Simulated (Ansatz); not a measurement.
# Ga5As2P3: rattling a relaxed structure

The cell was found from a structure generator's guess, not taken from experiment.

These are results of DFT PBE, scalar-relativistic, plane waves, PAW in Ansatz 0.2.0, not measurements. Plane waves to 420 eV, a k mesh through Γ of 10×10×10 on the computed 10-atom cell and Gaussian smearing (0.02 eV); no spin polarisation.

The cell below (10 atoms, space group I-4m2 (No. 119)) is relaxed within its symmetry.

```
CELL_PARAMETERS angstrom
-1.97875 1.97875 14.01625
1.97875 -1.97875 14.01625
1.97875 1.97875 -14.01625
ATOMIC_POSITIONS crystal
Ga 0.90299 0.90299 0.00000
Ga 0.50000 0.50000 0.00000
Ga 0.09701 0.09701 0.00000
Ga 0.70144 0.70144 0.00000
Ga 0.29856 0.29856 0.00000
P 0.54852 0.04852 0.50000
P 0.75000 0.25000 0.50000
P 0.95148 0.45148 0.50000
As 0.14922 0.64922 0.50000
As 0.35078 0.85078 0.50000
```

For the test it was strained at random (σ = 1.5 % a component), the atoms were moved at random (σ = 0.15 Å), and all was relaxed again on a coarse 4×4×4 mesh (in the run’s order of axes) with 0.10 eV smearing, with no symmetry imposed.

Question: What happens?

Answer: It returns, within 1 meV/atom of the unmoved cell on that mesh and with the same symmetry when read at 0.1 Å (Cm at 0.01 Å, so small strains and shifts remain). So it is stable against the distortions that fit this cell and that this random move excites. Modes that don't fit the cell aren't tested.
